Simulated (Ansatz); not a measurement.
SrO₃, all-electron reference calculation

Cell: SrO₃ placed on the sites of the ReO3 structure (a generated, not necessarily known, phase), then sheared and rattled, one atom being moved towards a neighbour.

PBE, all-electron LAPW in Ansatz, scalar-relativistic, point nucleus. Occupations are Fermi–Dirac at 0.15 eV on a coarse k-mesh, 2×2×2 (shift 0.5, 0.5, 0.5 mesh steps); the results hold for that mesh. In metals such a mesh can move stress, forces and moments by their own size. No spin polarisation. Holes or spare electrons on the non-metal atoms can carry spin, which this run forbids. Labels count atoms in the order given.

```xyz
4
Lattice="4.9640 -0.0728 0.0959 -0.0728 4.8667 -0.0353 0.0959 -0.0353 5.1465" Properties=species:S:1:pos:R:3 pbc="T T T"
Sr    1.7829    4.3539    0.6509
O     4.2782    4.3979    0.5750
O     1.8379    6.9639    0.4776
O     1.7029    4.4033    3.2327
```

What forces and pressure does this calculation give?


```csv
atom,Fx (eV/Å),Fy (eV/Å),Fz (eV/Å)
Sr1,-0.051,1.406,0.098
O2,-0.038,-0.056,-0.064
O3,0.123,-1.304,-0.122
O4,-0.034,-0.047,0.088
```

Stress tensor (GPa, compression positive):
```
-0.06 -0.44  0.24
-0.44  2.36  0.26
 0.24  0.26 -1.65
```

* All-electron free energy E − TS (its zero hangs on the relativistic scheme and nucleus): -92656.548 eV
* Pressure: 0.22 GPa
* Largest force: 1.410 eV/Å

Repeat with r2SCAN by all-electron PAW datasets generated for the cell without frozen cores, scalar-relativistic, point nucleus.

Beside PBE, the pressure falls by 0.51 GPa to -0.29 GPa, and the forces move by 0.072 eV/Å (r.m.s. over the atoms).

Forces in eV/Å:
```
Sr1  -0.053  1.517  0.075
O2   -0.041 -0.074 -0.068
O3    0.124 -1.383 -0.124
O4   -0.030 -0.059  0.117
```

Now LDA (PW92) by all-electron full-potential LAPW, scalar-relativistic, point nucleus at the same geometry. How do the results move?

Relative to PBE, the pressure decreases by 2.43 GPa to -2.21 GPa, and the forces move by 0.119 eV/Å (r.m.s. over the atoms).

Forces in eV/Å:
```
Sr1  -0.058  1.270  0.038
O2   -0.025 -0.081 -0.055
O3    0.101 -1.126 -0.101
O4   -0.019 -0.064  0.118
```
